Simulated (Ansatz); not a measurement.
Method: Ansatz 0.2.0, DFT PBE, scalar-relativistic, plane waves, PAW. Cutoff 420 eV, Γ-centred meshes of about 0.25 Å⁻¹ or finer for metals and 0.3 Å⁻¹ for insulators (2π included), Gaussian smearing. No spin polarisation.

A search over trial structures of Al4Ru3 gave this relaxed cell.

Space group I4/mmm (No. 139). a = 3.074 Å, b = 3.074 Å, c = 20.365 Å, α = 90.00°, β = 90.00°, γ = 90.00°
```
atom  site  symmetry       x       y       z
  Al    4e       4mm  0.0000  0.0000  0.2897
  Al    4e       4mm  0.0000  0.0000  0.4285
  Ru    4e       4mm  0.5000  0.5000  0.3522
  Ru    2a     4/mmm  0.0000  0.0000  0.0000
```

Problem. Does it survive phonon and random-displacement tests?

Solution. As far as tested, yes. The phonons at Γ show no imaginary mode. (Phonon run: 14×14×14 k mesh, Gaussian smearing of 0.10 eV.) After random moves of the atoms it relaxes back. Other q points weren't tested. The optical modes at Γ run from 110 to 396 cm⁻¹. Al on its first site has 4 Ru at 2.52 Å, 5 Al at 2.71–2.83 Å, 1 Ru at 2.89 Å and 4 Al at 3.07 Å; around Al on its second site lie 8 Ru at 2.62–2.67 Å and 6 Al at 2.83–3.07 Å; Ru on a site of symmetry 4mm is surrounded by 4 Al at 2.52 Å, 4 Al at 2.67 Å, 1 Al at 2.89 Å and 5 Ru at 3.01–3.07 Å; Ru on a site of symmetry 4/mmm has 8 Al at 2.62 Å and 6 Ru at 3.01–3.07 Å.

Phonons of metals hang on the k mesh and the smearing.
